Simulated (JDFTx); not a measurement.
```json
{
 "surface": "Cd(0001)",
 "bulk": "Cd, P6_3/mmc, lattice of mp-94 (not re-optimised)",
 "slab": "4 atoms in 4 planes, 1x1, 8.9 Å between the outermost planes",
 "in-plane cell": "2.958 × 2.958 Å, 7.58 Å²",
 "cell_height": "24.8 Å",
 "sampling": "8×8×1 k mesh, Fermi smearing 0.01 Ha, no spin polarisation"
}
```

Method: PBE, GBRV ultrasoft potentials, plane waves to 20/100 Ha, in a modified build of JDFTx. Liquid on both sides: linear PCM (GLSSA13), water, 1 M NaCl; nuclei fixed. 

Charging data:

```json
[
 {"U − U_pzc (V)": "-0.91", "σ (μC/cm²)": "-13.37"},
 {"U − U_pzc (V)": "-0.16", "σ (μC/cm²)": "-2.59"},
 {"U − U_pzc (V)": "0.00", "σ (μC/cm²)": "0.00"},
 {"U − U_pzc (V)": "0.49", "σ (μC/cm²)": "8.18"},
 {"U − U_pzc (V)": "0.69", "σ (μC/cm²)": "11.85"},
 {"U − U_pzc (V)": "0.85", "σ (μC/cm²)": "15.00"},
 {"U − U_pzc (V)": "0.89", "σ (μC/cm²)": "15.74"}
]
```

Working it through: a check of Lippmann's equation. The grand free energy per area against the neutral slab, Δγ = [F(N) − F(N₀) − μ(N − N₀)]/2A, is taken from the total energies of the same runs.

```
U − U_pzc (V)  Δγ (mJ/m²)
-------------  ----------
-0.91               -62.9
-0.16                -2.1
0.00                  0.0
0.49                -19.5
0.69                -39.5
0.85                -61.3
0.89                -67.0
```

Δγ is largest at zero charge and falls away from it, as dγ/dU = −σ demands. At -0.91 V the computed -62.9 mJ/m² stands beside -61.2 mJ/m² from the constant-capacitance formula.
